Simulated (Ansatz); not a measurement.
# Hg3CO: modes against the lattice constant

These are results of Ansatz, DFT LDA, scalar-relativistic, plane waves, PAW, not measurements. Plane waves to 420 eV; Γ-centred k mesh 8×8×8; Fermi-Dirac smearing of 0.15 eV. No spin polarisation. Phonons by linear response, acoustic sum rule imposed.

The cell is fixed (symmetry leaves no force on the atoms) and stands under 4.7 GPa:
```xyz
5
Lattice="4.4108 0.0000 0.0000 0.0000 4.4108 0.0000 0.0000 0.0000 4.4108" Properties=species:S:1:pos:R:3 pbc="T T T"
C     0.0000    0.0000    0.0000
O     2.2054    2.2054    2.2054
Hg    2.2054    2.2054    0.0000
Hg    2.2054    0.0000    2.2054
Hg    0.0000    2.2054    2.2054
```

Its imaginary modes show that this cell, the ideal cubic antiperovskite prototype, isn't a minimum of the energy. In a metal, frequencies and elastic constants depend on the k mesh and the smearing, soft modes and shear constants most. Spin–orbit coupling is left out, which matters for heavy elements. A semilocal functional can close a gap that the real compound has.

Question: How do the optical zone-centre modes (counted from the lowest optical one, degenerate ones once; i marks imaginary ones) of this metal change over a = 4.411, 4.496 and 4.576 Å?

Answer:
```
         a (Å)  4.411  4.496  4.576
pressure (GPa)    4.7   -0.5   -3.9
 mode 1 (cm⁻¹)   197i   207i   213i
 mode 4 (cm⁻¹)   102i    93i    84i
 mode 7 (cm⁻¹)    68i    65i    61i
mode 10 (cm⁻¹)    396    344    301
```

Cost: 3 runs of about 38 core-minutes in all, on Arm Neoverse N1 (shared hosts).